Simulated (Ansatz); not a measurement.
## CeO$_{2}$: from a starting cell to a relaxed one

The start is a generated cell, CeO2 built in the AFLOW prototype AB2_hP9_162_ad_k (as in V2N). Cell shape, volume and atoms are optimised at zero target pressure with PBE (plane waves to 420 eV, PAW, scalar-relativistic; Ansatz, a quantum-chemistry and plane-wave program). The first steps use a coarse 5×5×5 k-mesh.

Starting cell:
```
CeO2
1.0
    5.64132     0.00000     0.00000
   -2.82066     4.88553     0.00000
    0.00000     0.00000     5.24091
O Ce
6 3
Direct
  0.32500   0.32500   0.27200
  0.67500   0.00000   0.27200
  0.00000   0.67500   0.27200
  0.00000   0.32500   0.72800
  0.67500   0.67500   0.72800
  0.32500   0.00000   0.72800
  0.00000   0.00000   0.00000
  0.66667   0.33333   0.50000
  0.33333   0.66667   0.50000
```
Spin-polarised start, with parallel moments on Ce.

Problem. What pressure does the first self-consistent step give?

Solution. +3.2 GPa (positive: the cell is compressed).

Problem. Which atoms feel the largest initial force, and how large is it?

Solution. 0.31 eV/Å, on O1, O2, O3, O4, O5, O6 (atoms numbered as listed).

Problem. How much energy is released per atom?

Solution. 0.06 eV/atom.

Problem. How does the volume per atom move from start to end?

Solution. -1.9 %, from 16.05 to 15.75 Å³/atom.

Problem. How do the shortest distances between atoms change?

Solution. The closest pairs of elements (up to four, under 3.6 Å), start → end: Ce–O 2.25 → 2.27 Å; O–O 3.01 → 2.95 Å; Ce–Ce 3.26 → 3.44 Å.

Problem. What magnetic moments remain?

Solution. Zero (the starting moments vanished).

The space group stays P-31m (No. 162) (the run could not lower it); the end is AFLOW prototype AB2_hP9_162_ad_k (as in V2N), with 9 atoms in the primitive cell. Final values are on a 7×7×7 k-mesh of the relaxed cell. No spin polarisation in the result: the starting moments vanished. No Hubbard U is applied. The f-shell occupation is the one the SCF fell into and was not checked against other states.

The run could not lose the symmetry of its start, so the end can be a saddle point.

The relaxed structure here is a generated cell of CeO2: the first start was made by placing the elements on the sites of a structure type, and the end was not matched to a known phase here, so it may be hypothetical. Known forms of CeO2 include space group No. 225.
